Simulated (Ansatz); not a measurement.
YGaAu in space group C2/m (No. 12; Y on 4i, Ga on 4i, Au on 4i), plane-wave PAW r²SCAN (Ansatz code), all energies at zero smearing, with the estimated change up to a 700 eV cutoff added, with one set of potentials and settings (totals compare only within such a set). Cell of 6 atoms (2 Y, 2 Ga, 2 Au): -41632.387 eV.

```
element                reference phase  E (eV/atom)
-------  -----------------------------  -----------
Y        P6_3/mmc, 2 atoms in the cell   -3859.7073
Ga           Cmce, 4 atoms in the cell   -3790.2689
Au          Fm-3m, 1 atoms in the cell  -13163.5078
```

Formation energy per atom, worked out: (-41632.387 − 2×(-3859.7073) − 2×(-3790.2689) − 2×(-13163.5078))/6 = -0.903 eV/atom (-87 kJ per mol of atoms), at 0 K, without zero-point energy or fitted corrections.

The workflow started from a Materials Project entry (that database holds measured and hypothetical structures alike); the Crystallography Open Database copy checked does not list it. Whether it is the stable phase at ambient conditions was not checked. The r²SCAN relaxation kept the symmetry of its start; whether a distortion lowers the energy is not shown. The run is not spin-polarised. The references are the lowest solids computed at this level, not always the standard phases. Spin–orbit coupling is left out wherever it is not named.

Potentials: the later of the program's two PAW sets.
